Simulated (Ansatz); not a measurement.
A geometry of Pt away from equilibrium: step 11 of the relaxation of a randomly generated symmetric cell of Pt (space group No. 71). Computed with PBE (plane waves to 420 eV, PAW, scalar-relativistic; Ansatz, an electronic-structure program). Γ-centred k-mesh 19×19×19 on the run's cell (coarser than for final values), Fermi–Dirac smearing 0.05 eV.

```xyz
1
Lattice="-1.3704 1.3899 2.0308 1.3704 -1.3899 2.0308 1.3704 1.3899 -2.0308" Properties=species:S:1:pos:R:3 pbc="T T T"
Pt     0.0000     0.0000     2.0308
```

### Question
Which atoms carry the largest force, and which way does it point?

### Answer
No atom: all forces are below 0.005 eV/Å; only the cell is out of equilibrium.

### Question
What is the pressure?

### Answer
+3.0 GPa, compression positive.

No spin polarisation in the result.

The run could not lose the symmetry of its start.
